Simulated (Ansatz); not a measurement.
Elements on the sites of an ideal hcp lattice, at a guessed lattice constant:

```
Sc Ru Ir
1.0
     2.91828   -5.05461    0.00000
     2.91828    5.05461    0.00000
     0.00000    0.00000    9.33850
Sc Ru Ir
5 10 1
Direct
  0.83333 0.16667 0.12500
  0.83333 0.66667 0.62500
  0.16667 0.33333 0.37500
  0.16667 0.83333 0.37500
  0.16667 0.83333 0.87500
  0.33333 0.16667 0.12500
  0.33333 0.16667 0.62500
  0.83333 0.16667 0.62500
  0.33333 0.66667 0.12500
  0.33333 0.66667 0.62500
  0.83333 0.66667 0.12500
  0.66667 0.33333 0.37500
  0.66667 0.33333 0.87500
  0.16667 0.33333 0.87500
  0.66667 0.83333 0.87500
  0.66667 0.83333 0.37500
```

Cell and atoms were relaxed without symmetry on coarser meshes and computed once more. Method: Ansatz 0.2.0, DFT r2SCAN, scalar-relativistic, plane waves, PAW.

Settings: cutoff 500 eV, Γ-centred mesh 8×7×4 on the computed 16-atom cell, Gaussian smearing of 0.10 eV; no spin polarisation.

The relaxation ran on 3×3×2 (shifted) k points with a smearing of 0.1 eV, from sites shaken by 0.02 Å.

Q: What does the relaxation give?

A: A volume of 15.26 Å³/atom and no gap on the mesh. The atoms leave their sites by 0.33 Å (root mean square) and 0.43 Å at most, and the cell stretches by up to 10.4 % at fixed volume, so the lattice hasn't survived.

```yaml
crystal:
  lattice:
    - [2.30770, -4.90823, 0.02734]
    - [3.09155, 5.36079, 0.00084]
    - [0.04508, -0.02448, 8.86233]
  atoms:
    - { symbol: Sc, position: [0.75481, 0.12658, 0.11723] }
    - { symbol: Sc, position: [0.75533, 0.62724, 0.62605] }
    - { symbol: Sc, position: [0.26327, 0.38390, 0.37350] }
    - { symbol: Sc, position: [0.25969, 0.88221, 0.37188] }
    - { symbol: Sc, position: [0.23110, 0.86354, 0.87705] }
    - { symbol: Ru, position: [0.25559, 0.14143, 0.11144] }
    - { symbol: Ru, position: [0.26204, 0.13114, 0.62747] }
    - { symbol: Ru, position: [0.78327, 0.14731, 0.65441] }
    - { symbol: Ru, position: [0.26273, 0.61316, 0.11102] }
    - { symbol: Ru, position: [0.26901, 0.63787, 0.62741] }
    - { symbol: Ru, position: [0.80965, 0.64589, 0.14229] }
    - { symbol: Ru, position: [0.75811, 0.37596, 0.37899] }
    - { symbol: Ru, position: [0.69671, 0.37032, 0.87630] }
    - { symbol: Ru, position: [0.17894, 0.34344, 0.85969] }
    - { symbol: Ru, position: [0.71079, 0.83597, 0.87605] }
    - { symbol: Ir, position: [0.75851, 0.88921, 0.38076] }
```

The final mesh leaves forces up to 0.20 eV/Å and stresses up to 0.2 GPa: the relaxation ran on a coarser mesh, so the cell's shape, its bonds and its energy belong partly to that mesh.

Spin-orbit coupling is left out, which matters for the bands of heavy elements.

Cost: 2 runs of about 50 core-minutes in all (earlier runs that led there not counted), on Arm Neoverse V2 (shared hosts).